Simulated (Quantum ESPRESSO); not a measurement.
## Band energies of BaS at -1.5 % isotropic strain

```xyz
2
Lattice="0.0000 3.1172 3.1172 3.1172 0.0000 3.1172 3.1172 3.1172 0.0000" Properties=species:S:1:pos:R:3 pbc="T T T"
S      3.1172     3.1172     3.1172
Ba     6.2344     6.2344     6.2344
```

PBEsol (Quantum ESPRESSO, PseudoDojo norm-conserving, 57 Ry, no spin-orbit coupling); path ΓXWKΓLUWLK,UX; energies in eV from the valence-band maximum.

| k (1/Å) | point | band 4 | band 5 | band 6 | band 7 | band 8 | band 9 | band 10 | band 11 |
|---|---|---|---|---|---|---|---|---|---|
| 0.00 | Γ | -10.72 | -10.38 | 0.00 | 0.00 | 0.00 | 3.87 | 3.89 | 3.89 |
| 0.45 |  | -10.83 | -9.52 | -1.33 | -0.13 | -0.13 | 2.84 | 4.81 | 5.35 |
| 1.01 | X | -10.98 | -10.31 | -0.35 | -0.06 | -0.06 | 1.95 | 6.19 | 6.49 |
| 1.51 | W | -11.18 | -9.49 | -1.19 | -0.38 | -0.38 | 4.25 | 4.25 | 6.70 |
| 1.63 |  | -11.08 | -9.51 | -1.15 | -0.41 | -0.39 | 3.70 | 4.91 | 6.74 |
| 1.87 | K | -10.90 | -9.57 | -0.95 | -0.60 | -0.40 | 3.21 | 6.03 | 6.95 |
| 2.19 |  | -10.78 | -9.09 | -1.66 | -1.06 | -0.41 | 4.60 | 5.42 | 5.53 |
| 2.72 |  | -10.72 | -9.88 | -0.47 | -0.29 | -0.06 | 3.81 | 4.03 | 4.24 |
| 2.94 | Γ | -10.72 | -10.38 | 0.00 | 0.00 | 0.00 | 3.87 | 3.89 | 3.89 |
| 3.23 |  | -10.73 | -9.66 | -0.69 | -0.37 | -0.37 | 3.89 | 4.31 | 4.31 |
| 3.71 |  | -10.77 | -8.78 | -2.02 | -1.14 | -1.14 | 5.21 | 6.15 | 6.42 |
| 3.81 | L | -10.77 | -8.75 | -2.06 | -1.17 | -1.17 | 5.57 | 5.82 | 6.66 |
| 4.22 |  | -10.85 | -9.24 | -1.40 | -0.86 | -0.63 | 4.07 | 5.56 | 6.57 |
| 4.43 | U | -10.90 | -9.57 | -0.95 | -0.60 | -0.40 | 3.21 | 6.03 | 6.95 |
| 4.78 | W | -11.18 | -9.49 | -1.19 | -0.38 | -0.38 | 4.25 | 4.25 | 6.70 |
| 5.23 |  | -10.82 | -8.99 | -1.74 | -1.01 | -0.92 | 4.92 | 5.23 | 6.76 |
| 5.50 | L | -10.77 | -8.75 | -2.06 | -1.17 | -1.17 | 5.57 | 5.82 | 6.66 |
| 5.67 |  | -10.79 | -8.86 | -1.91 | -1.10 | -1.05 | 5.16 | 5.61 | 6.57 |
| 6.11 | K | -10.90 | -9.57 | -0.95 | -0.60 | -0.40 | 3.21 | 6.03 | 6.95 |
| 6.11 | U | -10.90 | -9.57 | -0.95 | -0.60 | -0.40 | 3.21 | 6.03 | 6.95 |
| 6.47 | X | -10.98 | -10.31 | -0.35 | -0.06 | -0.06 | 1.95 | 6.19 | 6.49 |

The PBEsol gap is indirect, 1.95 eV, from Γ to X; the smallest direct gap is 2.01 eV.

Geometry strained from the cell relaxed with PBEsol, atoms relaxed again.
